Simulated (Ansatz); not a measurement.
Values for one crystal, relaxed and computed with r²SCAN (plane waves, PAW; program Ansatz); other levels are named.

- Volume per atom: 18.46 Å³
- Electronic character: metallic (no gap)
- Density of states at the Fermi level: 0.27 states/eV per atom (mean over ±0.08 eV)
- Formation energy from the elements (no fitted shifts): -0.25 eV/atom

Question: Pick the material that matches.
A. TiRh3, Cu3Au type
B. Cd3Pt, I4/mmm (Cd on 4d, Cd on 2b, Pt on 2a)
C. Ta3Ru, Fm-3m (Ta on 8c, Ta on 4b, Ru on 4a)
D. ZnAu, CsCl type

Answer: B, Cd3Pt, I4/mmm (Cd on 4d, Cd on 2b, Pt on 2a)

The first step of the workflow began from a Materials Project structure, measured or hypothetical; the Crystallography Open Database copy checked does not list it. With Cd and Pt taken as one species the cell has the higher symmetry Fm-3m, so it may be an ordered model of a mixed-site phase. Whether it is the stable phase at ambient conditions was not checked. Symmetry was held in the r²SCAN relaxation; its stability against distortions is not shown here. The run is not spin-polarised. The references are the lowest solids computed at this level, not always the standard phases. Scalar-relativistic: spin–orbit coupling is off unless named, which matters more the heavier the elements.

Potentials: the later of the program's two PAW sets.
